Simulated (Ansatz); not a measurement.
# What a change of settings does: NaAl (CsCl type)

First run: DFT, LDA, all-electron LAPW, scalar-relativistic (Ansatz 0.2.0).

Command: `ansatz run input.yaml --threads 1 --pin off --max-ram 2048MiB --backend cpu --events-out ev --progress --plain --runs-dir out` It took 5.2 s on 1 thread of Intel(R) Xeon(R) Platinum 8488C (Sapphire Rapids), with other jobs on the host, peak memory 0.3 GiB.

```yaml
crystal:
  lattice:
    - [3.5180232768, 0.0, 0.0]
    - [0.0, 3.5180232768, 0.0]
    - [0.0, 0.0, 3.5180232768]
  atoms:
    - { symbol: Na, position: [0.0, 0.0, 0.0] }
    - { symbol: Al, position: [0.5, 0.5, 0.5] }
kpoints:
  mp_grid: { grid: [11, 11, 11] }
  band_path:
    path:
      - [0.0, 0.0, 0.0]
      - [0.0, 0.5, 0.0]
      - [0.5, 0.5, 0.0]
      - [0.0, 0.0, 0.0]
      - [0.5, 0.5, 0.5]
      - [0.0, 0.5, 0.0]
      - [0.5, 0.5, 0.5]
      - [0.5, 0.5, 0.0]
    npoints: 14
scf:
  occupations: { method: fermi_dirac, width: 0.05 }
hamiltonian:
  xc: lda
  pseudopotentials: { kind: all_electron, lapw: { basis_error: 0.0005 } }
output:
  forces: true
  stress: true
  eigenvalues: true
  populations: true
  dos: { projected: true, de: 0.2, e_range: [-14, 8] }
```

The cell comes from a relaxation on PAW files under the same functional, begun from a prototype that needn't be the stable phase.

It converges in 6 SCF iterations at a pressure of -0.01 GPa.

The input is then changed:

```diff
+  symmetry: { detect: false }
 kpoints:
   populations: true
-  dos: { projected: true, de: 0.2, e_range: [-14, 8] }
+basis:
+  xc_grid: 4
```

Task: What does the second run give?

Result: It converges in 6 SCF iterations at a pressure of -0.01 GPa. Results part of its log:
```
SCF 1 converged in 6 iterations: F = -10982.657917 eV  dr2 = 6.15e-9
NSCF: frozen V_eff on 99 k-points
SCF converged after 6 iterations
Free energy (F): -10982.657917 eV
Harris-Foulkes:  -10982.657917 eV  (|F-HF|=1.15e-10)
Internal energy: -10982.649023 eV  (E = F + TS)
E sigma→0 (E₀):  -10982.653470 eV
Entropy (-TS):   -0.008894 eV (-4.447 meV/atom)
Fermi energy:    4.897657 eV
--- Per-component energies (eV) ---
  E_band       = -753.545078
  E_kinetic    = 10986.443931
  E_xc         = -850.789372
  E_electrostatic = -21118.303582  (all electrons and nuclei)
  E_smearing   = -0.008894  (= −TS)
  E_closure    = 0.000000  (closes the sum)
  E_atoms      = -10977.657324  (free atoms, spherical and without spin; not in F)
  Σ components = -10982.657917   (vs F -10982.657917, Δ=0.00e0)
  Basis errors (estimates in eV, not in F): energy 1.4e-4 per atom: plane waves 1.3e-4 (7.0e-5 summed), levels above the bands 3.1e-33, relativity 3.6e-10, radial functions 3.2e-6, core shells 1.5e-16; eigenvalues (radial functions only) 1.1e-6; not estimated: angular momenta, meshes, grids; target (lapw.basis_error) 5.0e-4; muffin-tin radii Na 1.574 Å, Al 1.473 Å
--- Forces (eV/Å), atoms counted from 1 ---
  atom   1  Na     0.00000000    -0.00000000     0.00000000
  atom   2  Al     0.00000000     0.00000000    -0.00000000
  max |Σ_I F_I| component: 3.63e-14 eV/Å
--- Stress (GPa, compression-positive) ---
       -0.009961       0.000010       0.000008
        0.000010      -0.009965       0.000004
        0.000008       0.000004      -0.009970
  P = ⅓ Tr σ = -0.0100 GPa (-0.100 kbar)
--- Band table (eV; the first three rows and the last of 666) ---
  k-point 0: bands = ["-97.7656", "-59.9705", "-59.9705", "-59.9705", "-46.4041", "-18.9102", "-18.9102", "-18.9102", "-2.2467", "8.6966", "8.6966", "8.6966", "9.6410", "9.6410"]
  k-point 1: bands = ["-97.7656", "-59.9706", "-59.9705", "-59.9705", "-46.4040", "-18.9138", "-18.9099", "-18.9099", "-2.1510", "7.4069", "8.7634", "8.7634", "9.7353", "10.7388"]
  k-point 2: bands = ["-97.7656", "-59.9707", "-59.9705", "-59.9705", "-46.4036", "-18.9236", "-18.9090", "-18.9090", "-1.8674", "5.7927", "8.9581", "8.9581", "10.0161", "11.7073"]
  k-point 665: bands = ["-97.7655", "-59.9712", "-59.9706", "-59.9705", "-46.4020", "-18.9538", "-18.9093", "-18.9090", "-0.0809", "2.2718", "8.7601", "9.2259", "11.8842", "12.4898"]
--- Löwdin populations: 2 sites ---
  site symbol       q [e]
     0     Na     10.3395
     1     Al     13.6262
  spilling = 0.001426 (of n_electrons = 24.000000)
```
